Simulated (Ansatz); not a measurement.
NaH (rock salt)

```
NaH
1.0
    0.00000     2.39734     2.39734
    2.39734     0.00000     2.39734
    2.39734     2.39734     0.00000
Na H
1 1
Cartesian
  0.00000   0.00000   0.00000
  2.39734   2.39734   2.39734
```

The slice is a {110} plane (indices of the conventional cell) through the point (0.500, 0.500, 0.500) (fractional), spanned by u = [100] and v = [1 -1 -1] in vectors of this cell: u (3.39 Å) and v (4.79 Å, at 90° to u). It covers one period; positions are fractions (u, v).

Method: r2SCAN (plane waves to 500 eV, PAW, scalar-relativistic; Ansatz, a first-principles code). k mesh 12×12×12. These are valence fields of a PAW run, semicore shells included where kept as valence: close to a nucleus they are smooth pseudo fields. NaH was relaxed with its symmetry unable to fall.

Question: What is the valence density on the shortest Na–H line in this plane (2.40 Å), at its minimum between the atoms?

Answer: 0.08 e/Å³.

Question: What is the ELF at the density minimum of the shortest Na–H line in this plane (2.40 Å)?

Answer: 0.0.

Question: Sketch the electron localisation function (ELF) on this plane as a map.

Answer: 
```
|xxxxxxxx99999999662200000000226699999999xxxxxx|
|xxxxxx999999998866220000000022668899999999xxxx|
|xxxx9999999999885522000000002255889999999999xx|
|9999999999999977441100000000114477999999999999|
|9999999999998855331100000000113355889999999999|
|9999998888775533110000000000001133557788889999|
|3344444433332211000000000000000011223333444444|
|0000000000000000000000000000000000000000000000|
|0000000000000000000000000000000000000000000000|
|0000000000000000000000000000000000000000000000|
|4444331100000000000000000000000000000000113344|
|6666554422000000000000000000000000000022445566|
|xxxx6655442200000000000000000000000022446666xx|
|xxxxxx665533000000000000000000000011335566xxxx|
|xxxxxxxx66441100000000000000000000114466xxxxxx|
|xxxxxxxx66441100000000000000000000114466xxxxxx|
|xxxxxxxx66441100000000000000000000114466xxxxxx|
|xxxxxx665533110000000000000000000000335566xxxx|
|xxxx6666442200000000000000000000000022445566xx|
|6666554422000000000000000000000000000022445566|
|4444331100000000000000000000000000000000113344|
|0000000000000000000000000000000000000000000000|
|0000000000000000000000000000000000000000000000|
|0000000000000000000000000000000000000000000000|
|3344444433332211000000000000000011223333444444|
|9999998888775533110000000000001133557788889999|
|9999999999998855331100000000113355889999999999|
|9999999999999977441100000000114477999999999999|
|xxxx9999999999885522000000002255889999999999xx|
|xxxxxx999999998866220000000022668899999999xxxx|
|xxxxxxxx99999999662200000000226699999999xxxxxx|
|xxxxxxxx99999999663300000000336699999999xxxxxx|
```
Scale: ten equal steps from 0.01 (start of '0') to 1.00 (end of '9'), in the order '0123456789'. Values: electron localisation function (ELF). The map has 23 points along u (two characters each, u = 0 at the left) and 32 along v (v = 0 in the bottom row). Points within 0.5 Å of a nucleus are blanked (x), as the pseudised field means little there.
